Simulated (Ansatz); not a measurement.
Values for one crystal, relaxed and computed with the program Ansatz at the LDA level (PAW); other levels are named.

```yaml
volume_per_atom: 15.90 Å³
band_gap: 0.07 eV (indirect)
Formation energy from the elements (no fitted shifts): -1.96 eV/atom
hill_bulk_and_shear_moduli: 127 and 44.5 GPa
Elastic constants (relaxed ions, GPa): C11 = 205, C22 = 198, C33 = 200, C12 = 73.5, C13 = 102, C23 = 96.7, C44 = 28.1, C55 = 63.1, C66 = 34.4, C15 = 6.4, C25 = -16.0, C35 = -13.8, C46 = -1.8
smallest_direct_gap_on_the_standard_path: 0.99 eV
valence_band_maximum: on the D2–A line, 3 % of the way from D2 (k = 0.245, 0.245, -0.500)
```

Question: Which compound is it?
A. GaP, zinc blende
B. Cu2O, Pn-3m (Cu on 4c, O on 2a)
C. BaBiO3, C2/m (Pearson symbol mS20)
D. Te2Mo, P6_3/mmc (Mo on 2c, Te on 4f)

Answer: C, BaBiO3, C2/m (Pearson symbol mS20)

The workflow started from an entry of the Crystallography Open Database (COD), which files this formula under 4 space groups. Its standing as an ambient phase is unchecked. The cell was relaxed with LDA under the symmetry of its start; of distortions, only those at the zone centre were tested. The references are the lowest solids computed at this level, not always the standard phases (solids in place of the gases). Spin–orbit coupling is left out wherever it is not named.

Potentials: the later of the program's two PAW sets.
